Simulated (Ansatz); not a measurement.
PbTe (rock salt)

```xyz
2
Lattice="0.0000 3.2214 3.2214 3.2214 0.0000 3.2214 3.2214 3.2214 0.0000" Properties=species:S:1:pos:R:3 pbc="T T T"
Te     0.0000     0.0000     0.0000
Pb     3.2214     3.2214     3.2214
```

The slice is a {111} plane (indices of the conventional cell) through the point (0.000, 0.000, 0.000) (fractional), spanned by u = [100] and v = [-1 2 0] in vectors of this cell: u (4.56 Å) and v (7.89 Å, at 90° to u). It covers one period; positions are fractions (u, v).

Method: PBEsol (plane waves to 420 eV, PAW, scalar-relativistic; Ansatz, a quantum-chemistry and plane-wave program). k mesh 9×9×9. Inside the PAW spheres the values are not all-electron values, and peaks at nuclei hang on which shells count as valence. PbTe was relaxed with its symmetry unable to fall. Spin-orbit coupling is left out, though Pb and Te are heavy.

**Question.** Predict the map of the electron localisation function (ELF) on the slice.

**Answer.** 
```
|xxxx5588996611001166998855xx|
|3355779999440000004499997755|
|7788999966220000002266999988|
|9999996622000000000022669999|
|6655331100000000000000113355|
|1111000000001111110000000011|
|0000000011335566553311000000|
|0000002266999999999966220000|
|0000226699998877889999662200|
|0000449999775533557799994400|
|001166998855xxxxxx5588996611|
|001166997733xxxxxx3377996611|
|001166998855xxxxxx5588996611|
|0000449999775533557799994400|
|0000226699998877889999662200|
|0000002266999999999966220000|
|0000000011335566553311000000|
|1111000000001111110000000011|
|6655331100000000000000113355|
|9999996622000000000022669999|
|7788999966220000002266999988|
|3355779999440000004499997755|
|xxxx5588996611001166998855xx|
|xxxx3377996611001166997733xx|
```
Scale: ten equal steps from 0.07 (start of '0') to 0.66 (end of '9'), in the order '0123456789'. Values: electron localisation function (ELF). The map has 14 points along u (two characters each, u = 0 at the left) and 24 along v (v = 0 in the bottom row). Points within 0.5 Å of a nucleus are blanked (x), as the pseudised field means little there.
